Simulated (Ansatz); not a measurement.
BAs in space group P4_2/mnm (No. 136; B on 4g, As on 4f) at seven volumes, DFT-PBEsol in the program Ansatz with PAW potentials, shape and atoms relaxed at each. One row is withheld.

```
V (Å³/atom)  P (GPa)
-----------  -------
13.030             ?
13.460          9.00
13.889          4.16
14.319          0.00
14.748         -3.58
15.178         -6.65
15.607         -9.28
```

**Question.** Fit the shown pressures and predict the withheld one.

**Answer.** P = (3/2)B₀(x^(7/2) − x^(5/2))[1 + (3/4)(B′ − 4)(x − 1)] with x = (V₀/V)^(2/3). Least squares on the six rows gives V₀ = 14.318 Å³/atom, B₀ = 128 GPa, B′ = 4.08. At V = 13.030, x = 1.0649 and P = 14.63 GPa. The run itself gave 14.64 GPa.

The start of the workflow was typed in or built on a structure type; neither database checked (COD, Materials Project) lists it. It is not the phase usual at ambient conditions (space group No. 216). The cell was relaxed with PBEsol under the symmetry of its start; phonons on a q-mesh show no instability.

Potentials: the later of the program's two PAW sets.
